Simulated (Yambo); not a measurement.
Yambo run on LiBH4 (space group P6_3mc, No. 186). The wavefunctions come from this Quantum ESPRESSO step (LDA, PseudoDojo standard norm-conserving files, scalar-relativistic):

```
&CONTROL
  calculation = 'nscf'
  pseudo_dir = './pseudo'
  outdir = './out'
/
&SYSTEM
  ibrav = 0
  nat = 12
  ntyp = 3
  ecutwfc = 76.0
  ecutrho = 304.0
  occupations = 'fixed'
  force_symmorphic = .true.
  nbnd = 200
/
&ELECTRONS
  conv_thr = 1.2000000000000002e-08
  diago_full_acc = .true.
  diago_thr_init = 1e-08
/
ATOMIC_SPECIES
H 1.0080 H.upf
Li 6.9400 Li.upf
B 10.8100 B.upf
CELL_PARAMETERS angstrom
  4.202779893000   0.000000000000   0.000000000000
 -2.101389947000   3.639714154000   0.000000000000
  0.000000000000   0.000000000000   7.420120000000
ATOMIC_POSITIONS crystal
H   0.333333333000   0.666666667000   0.371280000000
H   0.666666667000   0.333333333000   0.871280000000
H   0.175159500000   0.350319000000   0.591380000000
H   0.824840500000   0.175159500000   0.091380000000
H   0.649681000000   0.824840500000   0.591380000000
H   0.824840500000   0.649681000000   0.091380000000
H   0.175159500000   0.824840500000   0.591380000000
H   0.350319000000   0.175159500000   0.091380000000
Li   0.333333333000   0.666666667000   0.113950000000
Li   0.666666667000   0.333333333000   0.613950000000
B   0.333333333000   0.666666667000   0.535600000000
B   0.666666667000   0.333333333000   0.035600000000
K_POINTS automatic
3 3 2 0 0 0
```

Yambo input:

```
rim_cut
gw0
dyson
el_el_corr
HF_and_locXC
ppa
em1d
RandQpts= 1000000
RandGvec= 1 Ry
EXXRLvcs= 76 Ry
VXCRLvcs= 304 Ry
Chimod= "HARTREE"
% BndsRnXp
 3 | 199 |
%
NGsBlkXp= 8 Ry
% LongDrXp
 1.0 | 1.0 | 1.0 |
%
PPAPntXp= 27.2114 eV
% GbndRnge
 1 | 199 |
%
GTermKind= "BG"
DysSolver= "n"
ExtendOut
% QPkrange
 1 | 1 | 10 | 11 |
 2 | 2 | 10 | 11 |
 5 | 5 | 10 | 11 |
 6 | 6 | 10 | 11 |
%
```

k points by index: 1 = Γ, 2 = A, 5 = K, 6 = H.

Resulting energies as the program prints them:

```
#    K-point    Band    Eo [eV]    E [eV]    E-Eo [eV]    Vxc [eV]    Vnlxc [eV]    Sc|Eo [eV]    Sc|E [eV]    dSc/dw|Eo [eV]    Re(Z)    Im(Z)
#
    1    10    0.000000    -1.973114    -1.973114    -12.53754    -16.65883    1.690866    2.148183    -6.306469    0.811845    -0.001397
    1    11    6.536280    7.778371    1.242091    -8.337821    -3.812305    -3.060255    -3.283426    -4.888657    0.847704    -0.001218
    2    10    -0.012517    -1.982056    -1.969539    -12.52465    -16.63740    1.686726    2.143220    -6.306548    0.811843    -0.001398
    2    11    7.076771    8.251105    1.174335    -7.910949    -3.552154    -2.979322    -3.184460    -4.752868    0.851305    -0.001218
    5    10    -0.544036    -2.534887    -1.990851    -11.89550    -16.04745    1.700698    2.161097    -6.292390    0.812186    -0.001428
    5    11    7.071322    8.206481    1.135159    -6.757929    -2.544785    -2.895546    -3.077985    -4.372832    0.861549    -0.001160
    6    10    -0.318992    -2.310828    -1.991836    -12.24144    -16.40259    1.706601    2.169318    -6.320941    0.811495    -0.001417
    6    11    7.334167    8.592429    1.258262    -7.161865    -2.756700    -2.937861    -3.146903    -4.520291    0.857545    -0.001200
```
(The two width columns are left out.) Convergence of these settings isn't established.

Geometry of the Materials Project entry, not relaxed at this level.

The structure is a Materials Project entry; no match was found in the copy of COD used, and its stability was not checked.
